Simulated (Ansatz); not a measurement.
Monolayer PbS (puckered, Pmn2_1 in the vacuum cell, 4 atoms) under equal strain ε along x and y, atoms relaxed, DFT-r²SCAN+D4 in the program Ansatz with PAW potentials. Strained cells keep size and symmetry, so buckling is not allowed; words on stability below refer to the unstrained layer.

```json
[
 {"ε (%)": "-4", "tension xx (N/m)": "-2.61"},
 {"ε (%)": "-2", "tension xx (N/m)": "-1.07"},
 {"ε (%)": "0", "tension xx (N/m)": "-0.01"},
 {"ε (%)": "2", "tension xx (N/m)": "1.52"},
 {"ε (%)": "4", "tension xx (N/m)": "?"}
]
```

Fit the shown tensions and predict the withheld one.

A parabola gives σ = 0.13 + 67.1ε + (-6)ε² N/m, whose slope estimates C11 + C12. At ε = 0.04 that is 2.80 N/m. The run itself gave 2.38 N/m.

The layer was cut from a bulk entry of the Materials Project (measured or hypothetical); whether that bulk phase is the ambient one, and whether the layer has been isolated, was not checked. The r²SCAN+D4 relaxation kept the symmetry of its start; its stability against distortions is not shown here. Scalar-relativistic: spin–orbit coupling is off unless named, which matters more the heavier the elements.

Potentials: the later of the program's two PAW sets.
